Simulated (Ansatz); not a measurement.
# Sn$_{3}$Bi: an elastic constant from a strain scan

Theory: DFT r2SCAN, scalar-relativistic, plane waves, PAW (Ansatz 0.2.0). The runs took a 500 eV cutoff, a Γ-centred 10×10×10 mesh and Gaussian smearing (0.15 eV). Spin–orbit coupling is left out, which can shift energies with elements as heavy as these. No spin polarisation. Energies are free energies at this smearing, counted from the undisturbed cell; pressure is positive in compression.

The starting cell (relaxed at this level; it needn't be the usual structure):

```yaml
crystal:
  lattice:
    - [4.84937, 0.00000, 0.00000]
    - [0.00000, 4.84937, 0.00000]
    - [0.00000, 0.00000, 4.84937]
  atoms:
    - { symbol: Sn, position: [0.00000, 0.50000, 0.50000] }
    - { symbol: Sn, position: [0.50000, 0.00000, 0.50000] }
    - { symbol: Sn, position: [0.50000, 0.50000, 0.00000] }
    - { symbol: Bi, position: [0.00000, 0.00000, 0.00000] }
```

The cell is strained by ε times the Voigt pattern (0, 0, 0, 1, 0, 0) (xx, yy, zz, yz, xz, xy; engineering shear) with fractional coordinates fixed. The cell holds 4 atoms in V0 = 114.04 Å³. The stress column is τ = (1/V0) dE/dε, got from the stress tensor σ (compression positive) at each point as −det(1 + εP) σ : P(1 + εP)⁻¹, with P the pattern as a tensor.

```
      ε  ΔE (meV/atom)  τ (GPa)
-0.0350          1.841   -0.601
-0.0300          1.342   -0.519
-0.0250          0.920   -0.429
-0.0200          0.579   -0.337
-0.0100          0.140   -0.159
 0.0000          0.000    0.000
 0.0100          0.140    0.159
 0.0200          0.579    0.337
 0.0250          0.920    0.429
 0.0300          1.342    0.519
 0.0350          1.841    0.601
 0.0400              ?        ?
```

Task: Which combination of elastic constants does this scan measure, and how large is it?

Result: For small ε, τ = τ0 + Kε with K = pᵀCp, which for this pattern is C44 in the cubic axes. The parabola through τ at ε = -0.0100, 0 and 0.0100 has slope K = 15.9 GPa at zero. The energies per cell, E = NΔE, of the same two points give K = 2[E(ε₊)/ε₊ − E(ε₋)/ε₋]/[(ε₊ − ε₋)V0] = 15.7 GPa, in agreement.

Task: Predict the withheld row at ε = 0.0400 from the harmonic law, and compare.

Result: ΔE = V0(τ0 ε + Kε²/2)/N = 2.268 meV/atom and τ = 0.64 GPa. The calculation gives 2.409 meV/atom and 0.68 GPa: the energy lies 6 % above the harmonic value.

In a metal these slopes depend on the k mesh and the smearing.

Cost: 7 runs of about 16 core-minutes in all, on Intel Xeon Processor @ 2.50GHz (Skylake/Cascade Lake) (shared hosts).